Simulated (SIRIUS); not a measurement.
A self-consistent single point of GePt3 (P1, 8 atoms in the cell; from Materials Project mp-16315, changed as shown).

```
CELL_PARAMETERS angstrom
      3.91511    -3.91238     0.00000
      3.91511     3.91238     0.00000
     -3.90709     0.00000     3.99541
ATOMIC_POSITIONS crystal
  Ge 0.24969 0.24933 0.50257
  Ge 0.75987 0.73953 0.49454
  Pt 0.25455 0.76562 0.51187
  Pt 0.74921 0.24491 0.50160
  Pt 0.68290 0.68331 0.98903
  Pt 0.30352 0.32083 0.00249
  Pt 0.79899 0.18161 0.99361
  Pt 0.20128 0.81486 0.00428
```

Computed with PBEsol, GBRV PBEsol ultrasoft pseudopotentials (plane waves; SIRIUS).

SIRIUS settings:

```
key                                                                      value
--------------------------------------  --------------------------------------
parameters.ngridk                                                        4 4 4
parameters.xc_functionals                 [XC_GGA_X_PBE_SOL, XC_GGA_C_PBE_SOL]
parameters.gk_cutoff                                              6.325 1/bohr
parameters.pw_cutoff                                             14.143 1/bohr
parameters.smearing                                                fermi_dirac
parameters.smearing_width                                        0.00183747 Ha
potentials                              GBRV PBEsol ultrasoft pseudopotentials
parameters.electronic_structure_method                         pseudopotential
parameters.num_bands                                                        74
parameters.num_mag_dims                                                      0
parameters.num_dft_iter                                                    100
parameters.energy_tol                                                 1e-07 Ha
parameters.density_tol                                                   1e-06
mixer.type                                                            anderson
mixer.beta                                                                 0.7
mixer.use_hartree                                                        false
```

Results:

```
Quantity                                                  Result
------------------------------------------------  --------------
Number of valence electrons                                  124
Number of bands                                               74
Number of k-points after the program's reduction              36
Number of plane waves (most at a k-point)                   3547
Number of SCF iterations                                      21
FFT grid                                            50 × 50 × 50
Free energy E − TS                                -22992.2689 eV
Fermi level (on the code's own zero)                    20.19 eV
Pressure                                               -4.27 GPa
Largest force (vector length)                         0.737 eV/Å
```

Forces (eV/Å):
```tsv
atom	Fx	Fy	Fz
Ge1	-0.068	0.071	-0.470
Ge2	0.009	0.066	0.247
Pt3	-0.259	0.050	-0.688
Pt4	0.262	0.113	-0.090
Pt5	0.549	-0.194	0.286
Pt6	-0.547	-0.225	0.347
Pt7	0.424	-0.128	0.352
Pt8	-0.369	0.247	0.015
```

Stress (GPa, positive for compression):
```
-4.39  -0.66  -0.15
-0.66  -5.19  -0.38
-0.15  -0.38  -3.24
```

For comparison: a first run was changed to give this one (atoms moved at random), and from it to this one the free energy rises by 10.6 meV/atom, the pressure goes from -4.90 to -4.27 GPa and the largest force goes from 0.148 to 0.737 eV/Å.

The structure comes from a collection of computed structures, made at another level of theory; the collection holds predicted forms beside known ones. No clean gap shows at this smearing width and mesh (spacing up to 0.39 Å⁻¹); the mesh is coarse for partly filled bands, so the values carry mesh errors.

Cost on one core: very roughly 7 core-minutes.
